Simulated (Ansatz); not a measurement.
**Data sheet: SrMg₂Bi₂ (DFT)**

SrMg₂Bi₂:
```xyz
5
Lattice="4.8155 0.0000 0.0000 -2.4077 4.1703 0.0000 0.0000 0.0000 7.9915" Properties=species:S:1:pos:R:3 pbc="T T T"
Sr     0.0000     0.0000     0.0000
Mg     2.4077     1.3901     2.9934
Mg     0.0000     2.7802     4.9980
Bi     2.4077     1.3901     5.9587
Bi     0.0000     2.7802     2.0328
```

Space group P-3m1 (No. 164); conventional cell a = 4.8155 Å, b = 4.8155 Å, c = 7.9915 Å, α = 90.00°, β = 90.00°, γ = 120.00°.

Method: plane-wave PAW r²SCAN (Ansatz code). Geometry: relaxed at this level of theory. Other levels are named where they apply.

### Cell and energy

| Property | Result |
|---|---|
| Volume per atom | 32.10 Å³ |
| Density | 5.73 g/cm³ |
| Formation energy from the elements (no fitted shifts) | -0.76 eV/atom |

### Electronic structure

| Item | Result |
|---|---|
| Band gap | 1.10 eV (direct) |
| Valence-band maximum | at Γ |
| Conduction-band minimum | at Γ |
| Electron effective mass | 0.066, 0.072, 0.072 mₑ (principal values) |
| Electron effective mass with spin–orbit coupling | 0.043, 0.047, 0.047 mₑ (principal values) |
| Hole effective mass, band 1 of 2 at the edge | 0.55 along x, 0.62 along z (mₑ) |
| Hole effective mass, band 2 of 2 at the edge | 0.064 along x, 0.62 along z (mₑ) |
| Hole effective mass with spin–orbit coupling | 0.060, 0.060, 0.49 mₑ (principal values) |
| HSE06 gap on the r²SCAN cell | 1.08 eV |
| Gap with spin–orbit coupling | 0.53 eV |

### Mechanics

| Quantity | Value |
|---|---|
| Bulk modulus (Birch–Murnaghan fit) | 36.8 GPa |
| Pressure derivative B′ | 4.2 |

### Charges

| Quantity | Result |
|---|---|
| Bader charges | Sr +1.43, Mg +1.52, Bi -2.24 e |

The workflow started from a Materials Project entry (that database holds measured and hypothetical structures alike); the Crystallography Open Database copy checked does not list it. Whether it is the stable phase at ambient conditions was not checked. The cell was relaxed with r²SCAN under the symmetry of its start; its stability against distortions is not shown here. The references are the lowest solids computed at this level, not always the standard phases. Spin–orbit coupling is left out wherever it is not named.

Potentials: the later of the program's two PAW sets.
